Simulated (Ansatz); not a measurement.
SiO2:
```xyz
12
Lattice="4.9817 0.0000 0.0000 0.0000 4.9817 0.0000 0.0000 0.0000 6.9195" Properties=species:S:1:pos:R:3 pbc="T T T"
Si     0.9853     0.9853     0.0000
Si     1.5056     3.4761     5.1896
Si     3.9965     3.9965     3.4598
Si     3.4761     1.5056     1.7299
O      3.0330     3.6778     4.7138
O      3.7948     0.5421     2.9839
O      1.9488     1.3039     1.2540
O      1.1869     4.4396     6.4437
O      0.5421     3.7948     3.9356
O      1.3039     1.9488     5.6655
O      4.4396     1.1869     0.4759
O      3.6778     3.0330     2.2057
```

Cartesian axes are those of the cell as given.

Give the high-frequency dielectric tensor and the Born effective charge tensors of the independent atoms from DFPT, r²SCAN (plane waves, PAW; program Ansatz).


ε∞:
```
2.21  0.00  0.00
0.00  2.21  0.00
0.00  0.00  2.20
```
Z* of atom 1 (Si), rows: field, columns: displacement, in e:
```
 3.36   0.02   0.17
 0.02   3.36  -0.17
-0.33   0.33   3.31
```
Z* of atom 5 (O), rows: field, columns: displacement, in e:
```
-2.30  -0.22   0.79
-0.16  -1.06   0.08
 0.79   0.21  -1.65
```

Static charges for comparison (Bader): Si1 +3.37, O5 -1.68 e. Born charges measure polarisation by displacement and can exceed these by far.

Space group P4_32_12. The workflow started from a Materials Project entry (that database holds measured and hypothetical structures alike); the Crystallography Open Database files this formula in space group No. 96, but the cells were not matched. It is not the phase usual at ambient conditions (space group No. 92, 152, 154). The r²SCAN relaxation kept the symmetry of its start; of distortions, only those at the zone centre were tested.

Potentials: the earlier of the program's two PAW sets.
